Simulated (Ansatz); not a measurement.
VSi2:
```
CELL_PARAMETERS angstrom
      4.52222     0.00000     0.00000
     -2.26111     3.91635     0.00000
      0.00000     0.00000     6.32164
ATOMIC_POSITIONS crystal
  V  0.00000 0.50000 0.16667
  V  0.50000 0.00000 0.50000
  V  0.50000 0.50000 0.83333
  Si 0.83688 0.67377 0.50000
  Si 0.16312 0.83688 0.83333
  Si 0.32623 0.16312 0.16667
  Si 0.16312 0.32623 0.50000
  Si 0.83688 0.16312 0.83333
  Si 0.67377 0.83688 0.16667
```

Relaxed with PBEsol. Special points in fractions of this cell's reciprocal vectors: Γ (0.000, 0.000, 0.000); M (0.500, 0.000, 0.000); K (0.333, 0.333, 0.000); A (0.000, 0.000, 0.500); L (0.500, 0.000, 0.500); H (0.333, 0.333, 0.500).

**Question.** List the band energies nearest the Fermi level at these points for PBEsol in the plane-wave PAW code Ansatz.

**Answer.** In eV from the Fermi level; about four levels below and three above (degenerate sets whole), none deeper than 8.9 eV; points with the same levels are listed once.

| k | below | above |
|---|---|---|
| Γ | -2.17 -2.17 -1.87 -1.87 -1.75 | 0.35 2.17 2.51 2.51 |
| M | -1.42 -0.73 -0.61 -0.13 | 0.06 0.43 1.07 |
| K | -1.40 -1.40 -1.36 -1.36 -1.19 | 0.15 0.15 0.30 |
| A | -1.99 -1.99 -1.91 -1.91 -1.66 | 0.55 0.55 2.18 |
| L | -1.44 -1.29 -0.48 -0.04 | 0.85 1.31 1.79 |
| H | -0.46 -0.46 -0.10 -0.10 | 0.54 1.35 1.88 1.88 |

Space group P6_222. The PBEsol relaxation kept the symmetry of its start. No spin polarisation was allowed.

Potentials: the later of the program's two PAW sets.
